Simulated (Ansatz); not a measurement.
KF (rock salt)

```
KF
1.0
    0.00000     2.71039     2.71039
    2.71039     0.00000     2.71039
    2.71039     2.71039     0.00000
F K
1 1
Direct
  0.00000   0.00000   0.00000
  0.50000   0.50000   0.50000
```

A phonon eigenvector at Γ is frozen into this cell: atom i moves by Q times the vector below, so Q is the largest atomic displacement, in Å. The cell is held. It is one choice among 3 degenerate patterns.

```tsv
atom	x	y	z
F1	0.000	0.000	-1.000
K2	0.000	0.000	0.486
```

These are PBE (plane waves to 420 eV, PAW, scalar-relativistic; Ansatz, a first-principles code) values and carry that method's errors. k mesh 11×11×11 (Γ-centred), Fermi-Dirac smearing 0.05 eV. Energies are smeared free energies. KF was relaxed with its symmetry unable to fall. The zero of ΔE is the undisplaced structure.

The scan covers Q from -0.100 to 0.100 Å in 13 points.

Problem. Is the energy the same for equal positive and negative displacements?

Solution. Even: the same for both signs.

Problem. Which space group does the distorted structure have?

Solution. I4mm (No. 107), lowered from Fm-3m.

Problem. What is the energy change at Q = 0.100 Å?

Solution. 14.8 meV/cell.

Problem. What harmonic wavenumber does the curvature at Q = 0 give?

Solution. 165 cm⁻¹.

(A displaced cell: forces are minus the slopes of the energy, force constants its curvatures, and phonons follow from these.)
